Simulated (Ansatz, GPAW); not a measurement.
Given: the input of a run of GPAW 26.7.0 (ASE script) on Ga3Se. Atoms were shifted at random by some hundredths of an Å from the given cell, which wasn't relaxed again for these runs. The cell comes from a database or a generator and needn't be the stable form of this composition.

run.py

```python
from ase.dft.bandgap import bandgap
from ase.io import read, write
from ase.units import GPa
from gpaw import GPAW, PW

atoms = read('Ga3Se.xyz')

calc = GPAW(mode=PW(600),
            xc='PBE',
            kpts={'size': (6, 6, 6), 'gamma': True},
            occupations={'name': 'fermi-dirac', 'width': 0.05},
            nbands=18,
            convergence={'density': 1e-05, 'energy': 1e-05},
            maxiter=150,
            txt='gpaw.txt')
atoms.calc = calc
energy = atoms.get_potential_energy()
forces = atoms.get_forces()
stress = atoms.get_stress()
calc.write('gs.gpw')
write('result.traj', atoms)
print(f'Energy: {energy:.6f} eV')
print('Forces (eV/A):')
print(forces.round(4))
print('Stress (GPa):', (stress / GPa).round(3))
print('Fermi level:', round(calc.get_fermi_level(), 4), 'eV')
print(f'Gap: {bandgap(calc)[0]:.4f} eV, direct: {bandgap(calc, direct=True)[0]:.4f} eV')
```

Ga3Se.xyz

```xyz
4
Lattice="4.4324650000 0.0000000000 0.0000000000 0.0000000000 4.4324650000 0.0000000000 0.0000000000 0.0000000000 4.4324650000" Properties=species:S:1:pos:R:3 pbc="T T T"
Se     0.0042152742      0.0104473200      0.0121183593
Ga     2.2706986299      2.1785432501     -0.0017641211
Ga     2.2445071942      0.0052436061      2.2029616998
Ga     0.0222642717      2.2095306129      2.1761807463
```

Potentials or basis: GPAW PAW data sets (gpaw-data 1.2.1), pw.

Command:

```console
$ OMP_NUM_THREADS=1 python run.py
```

Translate it to Ansatz 0.2.0. Potentials or basis there: Ansatz PAW, cutoff 420 eV.

As run (cutoffs and basis follow the program's own potentials, and thresholds, step limits or extra output files can differ):

input.yaml

```yaml
crystal:
  lattice:
    - [4.432465, 0.0, 0.0]
    - [0.0, 4.432465, 0.0]
    - [0.0, 0.0, 4.432465]
  atoms:
    - { symbol: Se, position: [0.000951, 0.002357, 0.002734] }
    - { symbol: Ga, position: [0.512288, 0.491497, -0.000398] }
    - { symbol: Ga, position: [0.506379, 0.001183, 0.497006] }
    - { symbol: Ga, position: [0.005023, 0.498488, 0.490964] }
hamiltonian:
  xc: pbe
  pseudopotentials: { kind: paw }
kpoints:
  mp_grid: { grid: [6, 6, 6] }
scf:
  occupations: { method: fermi_dirac, width: 0.05 }
output:
  forces: true
  stress: true
  eigenvalues: true
```

Potentials or basis: Ansatz PAW.

Launch:

```bash
$ ansatz run input.yaml --threads 2 --pin off --max-ram 5120MiB --backend cpu --events-out ev --progress --plain --runs-dir out
```

Both were run:

|  | GPAW | Ansatz |
| --- | --- | --- |
| Pressure | -0.8 GPa | -0.5 GPa |
| Largest force | 0.086 eV/Å | 0.083 eV/Å |
| Energy over the undisturbed cell | 0.9 meV/atom | 0.9 meV/atom |

Ansatz's pressure holds a Pulay term of +0.03 GPa for its cutoff of 420 eV, which the other run lacks.

The potentials hold 15 and 55 valence electrons a cell.

Where Ansatz's input types no cutoff or centring, it takes its own default and a Γ-centred mesh.

Pressure is positive in compression.
